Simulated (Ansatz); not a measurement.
This cell of TiAl3 (D022 type, space group I4/mmm) is off equilibrium:

```
CELL_PARAMETERS angstrom
     -3.84588     3.84588     8.61993
      0.00000     0.00000     8.61993
      1.92294     1.92294    -4.30997
ATOMIC_POSITIONS crystal
  Al 0.00000 0.50000 0.00000
  Al 0.50000 0.50000 0.00000
  Al 0.24387 0.25613 0.50000
  Al 0.75613 0.24387 0.50000
  Al 0.74387 0.75613 0.50000
  Al 0.25613 0.74387 0.50000
  Ti 0.00000 0.00000 0.00000
  Ti 0.50000 0.00000 0.00000
```

These are PBE (plane waves to 420 eV, PAW, scalar-relativistic; Ansatz, an electronic-structure program) values and carry that method's errors. k mesh 17×17×17 (Γ-centred), Fermi-Dirac smearing 0.05 eV. Stress and pressure are positive under compression. With partly filled bands, energies and forces of such displacements shift with the k mesh and the smearing. TiAl3 is run without spin polarisation. TiAl3 was relaxed with its symmetry unable to fall.

### Question
What forces act on the atoms (eV/Å, Cartesian)?

### Answer
```json
[
 {"atom": "Al1", "Fx": "0.000", "Fy": "0.000", "Fz": "0.000"},
 {"atom": "Al2", "Fx": "0.000", "Fy": "0.000", "Fz": "0.000"},
 {"atom": "Al3", "Fx": "-0.058", "Fy": "0.058", "Fz": "0.000"},
 {"atom": "Al4", "Fx": "0.058", "Fy": "-0.058", "Fz": "0.000"},
 {"atom": "Al5", "Fx": "-0.058", "Fy": "0.058", "Fz": "0.000"},
 {"atom": "Al6", "Fx": "0.058", "Fy": "-0.058", "Fz": "0.000"},
 {"atom": "Ti7", "Fx": "0.000", "Fy": "0.000", "Fz": "0.000"},
 {"atom": "Ti8", "Fx": "0.000", "Fy": "0.000", "Fz": "0.000"}
]
```

(For displaced atoms, the force is minus the slope of the energy, and its curvature is a force constant, which sets phonon frequencies.)
